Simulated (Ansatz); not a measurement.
Input file for Ansatz (a quantum-chemistry and plane-wave program):

Ansatz 0.2 input:
```yaml
crystal:
  lattice:
    - [2.9454928274, 0.0, 0.0]
    - [0.0, 2.9454928274, 0.0]
    - [0.0, 0.0, 2.9454928274]
  atoms:
    - { symbol: Cr, position: [0.0, 0.0, 0.0], spin: 2.74 }
    - { symbol: Cr, position: [0.5, 0.5, 0.5], spin: -2.74 }
kpoints:
  mp_grid: { grid: [29, 29, 29] }
hamiltonian:
  xc: r2scan
  dispersion: d4
  pseudopotentials: { kind: paw }
magnetization: { spin_polarized: true }
scf:
  occupations: { method: fermi_dirac, width: 0.1 }
elastic: { mode: relaxed_ion, stencil: two_point, amplitude: 0.005, f_tol: 0.0005 }
```

Output (shortened):

```
Pseudopotential: Cr, paw, valence charge 14
Functional definition: r2SCAN
a single point of the input's cell can leave the moments in the input for a lower state (scf.lower_state_search) …
Crystal: 2 atoms, lattice volume = 25.555 Å³
Basis set: ecut = 500 eV, 619 PW (Γ), exchange–correlation on 96×96×96 points (64 copies of the dense FFT grid, shifted against one another)
Bands: 21, of which v1, the nominal top of the filled ones, is band 14 counted from 1 (13 counted from 0)
Symmetry: 48 space group operations
Space group: Pm-3m (ITA 221), of the structure as read, at distance tolerance 2.9e-5 Å
k-points: 680 of 24389
Starting moments: Σ|m| = 5.48 μB on 2 of 2 sites
Starting magnetic order: antiferromagnet; a translation exchanges its spin sublattices: spin-degenerate at every k-point
SCF 1 converged in 14 iterations: F = -6765.708590 eV  dr2 = 7.46e-10
a single point of the input's cell can leave the moments in the input for a lower state (scf.lower_state_search) …
Crystal: 2 atoms, lattice volume = 25.555 Å³
Stability of the state it starts from, as read at its close in the collinear treatment (another_mixer)
Starting moments: Σ|m| = 5.48 μB on 2 of 2 sites; this step starts from the density that it was given
spin-down is spin-up translated by (0.5, 0.5, 0.5) …
SCF 2 converged in 11 iterations: F = -6765.708590 eV  dr2 = 2.38e-14
Crystal: 2 atoms, lattice volume = 25.555 Å³
spin-down is spin-up translated by (0.5, 0.5, 0.5) …
SCF 3 converged in 2 iterations: F = -6765.708590 eV  dr2 = 1.49e-15
the run's memory leaves no room for the unstrained crystal's orbitals beside the elastic batch's strained cells …
the run's memory leaves no room to predict the starts of the strained cells, which start from the unstrained crystal's density as it stands …
Crystal: 2 atoms, lattice volume = 25.427 Å³
Symmetry: 16 space group operations
k-points: 1800 of 24389
spin-down is spin-up translated by (0.5, 0.5, 0.5) …
SCF 4 converged in 17 iterations: F = -6765.707857 eV  dr2 = 1.37e-15
Crystal: 2 atoms, lattice volume = 25.683 Å³
Basis set: ecut = 500 eV, 627 PW (Γ), exchange–correlation on 96×96×96 points (64 copies of the dense FFT grid, shifted against one another)
spin-down is spin-up translated by (0.5, 0.5, 0.5) …
SCF 5 converged in 17 iterations: F = -6765.708067 eV  dr2 = 1.06e-15
Crystal: 2 atoms, lattice volume = 25.555 Å³
Symmetry: 8 space group operations
k-points: 3375 of 24389
spin-down is spin-up translated by (0.5, 0.5, 0.5) …
SCF 6 converged in 13 iterations: F = -6765.708371 eV  dr2 = 8.54e-16
Crystal: 2 atoms, lattice volume = 25.555 Å³
spin-down is spin-up translated by (0.5, 0.5, 0.5) …
SCF 7 converged in 13 iterations: F = -6765.708371 eV  dr2 = 8.25e-16
SCF converged after 2 iterations
Stability not checked (another_mixer)
Magnetization: 0.0000 μB (14.0000 up, 14.0000 down)
Absolute magnetization: 5.2727 μB (∫|ρ↑−ρ↓|, with the PAW one-centre terms)
Spin contamination: 1.9530 ħ² per cell (⟨S²⟩ above its minimum at these occupations)
Per-site moments (μB) at R_I (Å): [(2.4415912531507975, 1.0522345412672167), (-2.4415912531507975, 1.0522345412672167)]
Free energy (F): -6765.708590 eV
Harris-Foulkes:  -6765.708590 eV  (|F-HF|=9.09e-13)
Internal energy: -6765.699506 eV  (E = F + TS)
E sigma→0 (E₀):  -6765.704048 eV
Entropy (-TS):   -0.009083 eV (-4.542 meV/atom)
Fermi energy:    17.567146 eV
--- Per-component energies (eV) ---
  E_band       = -372.926489
  E_kinetic    = 684.565415
  E_local      = -2535.593310  (includes V_loc(G=0)·N_el)
  E_nonlocal   = 161.669995
  E_hartree    = 1094.498350
  E_xc         = -274.720849
  E_vxc        = -399.637547  (∫ρ·V_xc dr)
  E_paw        = -2408.233136  (= ΣΔE_a)
  E_vpaw       = -498.265930  (= ΣTr[D̂ρ^β])
  E_aug_tail   = 0.000425  (compensation charges beyond the density's cutoff)
  E_vtau       = 25.337761  (kinetic-family band-sum trace: ∫τ·v_τ [+ j·A + Jᵃ·Aᵃ] dr)
  E_ewald      = -3487.063189
  E_disp       = -0.278552  (pairwise vdW)
  E_core_change = -0.544655  (= ΣΔE_core)
  E_smearing   = -0.009083  (= −TS)
  E_closure    = 0.000000  (closes the sum)
  Σ components = -6765.708590   (vs F -6765.708590, Δ=0.00e0)
--- Forces (eV/Å), atoms counted from 1 ---
  atom   1  Cr     0.00000000     0.00000000     0.00000000
  atom   2  Cr     0.00000000     0.00000000     0.00000000
  max |Σ_I F_I| component: 0.0 eV/Å
--- Stress (GPa, compression-positive) ---
        0.118481       0.000000       0.000000
        0.000000       0.118481       0.000000
        0.000000       0.000000       0.118481
  P = ⅓ Tr σ = 0.1185 GPa (1.185 kbar)
--- Band table (eV; the first three rows and the last of 1360) ---
  k-point 0 ↑: bands = ["-58.4185", "-55.1297", "-28.5153", "-28.5153", "-28.5153", "-25.1778", "-25.1778", "-25.1778", "9.1971", "13.4196", "13.4196", "16.0705", "16.0705", "16.0705", "19.2078", "19.2078", "20.7440", "20.7440", "20.7440", "27.3942", "27.3942"]
  k-point 1 ↑: bands = ["-58.4183", "-55.1297", "-28.5166", "-28.5150", "-28.5150", "-25.1796", "-25.1779", "-25.1779", "9.2224", "13.4314", "13.4317", "16.0659", "16.0659", "16.0758", "19.1918", "19.2132", "20.7107", "20.7107", "20.7371", "27.2595", "27.4559"]
  k-point 2 ↑: bands = ["-58.4178", "-55.1295", "-28.5203", "-28.5141", "-28.5141", "-25.1850", "-25.1783", "-25.1783", "9.2980", "13.4670", "13.4676", "16.0522", "16.0522", "16.0914", "19.1441", "19.2291", "20.6152", "20.6152", "20.7166", "26.8867", "27.6366"]
  k-point 679 ↓: bands = ["-58.3813", "-55.1014", "-28.5985", "-28.5982", "-28.5982", "-25.3040", "-25.3040", "-25.3036", "14.1706", "14.1811", "14.1811", "16.1618", "16.1659", "16.1659", "17.9744", "17.9744", "20.7083", "20.7083", "26.4933", "26.7863", "26.7863"]
--- Elastic constants: 2 strain directions × 2 members + reference (group order 48) ---
  dense FFT box of the reference and of every strained cell: 24×24×24
  strains applied: 11, 23; error gains: componentwise 1.00 (the most a stress slope's error grows in a printed constant), spectral 1.73 (1 for all six strains …
  pairwise dispersion correction: d4 (s6 = 1.0, s8 = 0.6018749, s9 = 1.0, a1 = 0.51559235, a2_bohr = 5.77342911), with the weights of each atom's references …
  C = ∂σ_k/∂η_j (tension-positive GPa; Voigt order 11 22 33 23 13 12):
       314.105      7.968      7.968      0.000      0.000      0.000
         7.968    314.105      7.968      0.000      0.000      0.000
         7.968      7.968    314.105      0.000      0.000      0.000
         0.000      0.000      0.000    108.646      0.000      0.000
         0.000      0.000      0.000      0.000    108.646      0.000
         0.000      0.000      0.000      0.000      0.000    108.646
  reference stress σ⁰ (GPa):     -0.118     -0.118     -0.118      0.000      0.000      0.000
  moduli (Voigt/Reuss/Hill, GPa): K = 110.01/110.01/110.01   G = 126.42/122.91/124.67   E = 271.46   ν = 0.089
  mechanically stable: yes (min eigenvalue of sym C = 108.65 GPa)
  strain η (Voigt 11):  stress-route row diagonal C_11 = 314.10 GPa, energy-path curvature d²(F+E_count+ΔE)/dδ²/Ω₀ = 314.10 GPa
         δ    σ_11 (GPa)             F (eV)   n_scf  n_hpsi   n_pw
    -5.000e-3      -1.7256       -6765.7078570      17  1266752    663   relax 0 steps, max|allowed force component| 0.0 eV/Å
     5.000e-3       1.4154       -6765.7080669      17  1270982    669   relax 0 steps, max|allowed force component| 0.0 eV/Å
  strain η (Voigt 23):  stress-route row diagonal C_44 = 108.65 GPa, energy-path curvature d²(F+E_count+ΔE)/dδ²/Ω₀ = 108.71 GPa
         δ    σ_23 (GPa)             F (eV)   n_scf  n_hpsi   n_pw
    -5.000e-3      -0.5432       -6765.7083715      13  2043122    666   relax 0 steps, max|allowed force component| 0.0 eV/Å
     5.000e-3       0.5432       -6765.7083715      13  2043228    666   relax 0 steps, max|allowed force component| 0.0 eV/Å
```

Cost: very roughly 16 core-minutes on shared cores.

Space group Im-3m (bcc (W type)). The cell was relaxed with r²SCAN+D4 under the symmetry of its start, as lowered by the spin order. Spin order of the final state: antiferromagnetic, chosen from 3 collinear starts compared on coarse meshes (ties went to the first, and starts can fall back to one state), not a proven ground state. Textbook magnetic order: a spin-density-wave antiferromagnet. Other orbital occupations within this spin state were not tried. For itinerant 3d metals, meta-GGAs of the SCAN family and hybrids are commonly reported to give too large moments. The pairwise dispersion correction was not fitted to metals. As this level gives no gap, shear constants depend on the k-mesh and smearing (Fermi–Dirac, 0.1 eV here). Point labels and valley counts follow the cell and symmetry of the run, lower than the named group.

Potentials: the later of the program's two PAW sets.

Ansatz is a plane-wave DFT program.
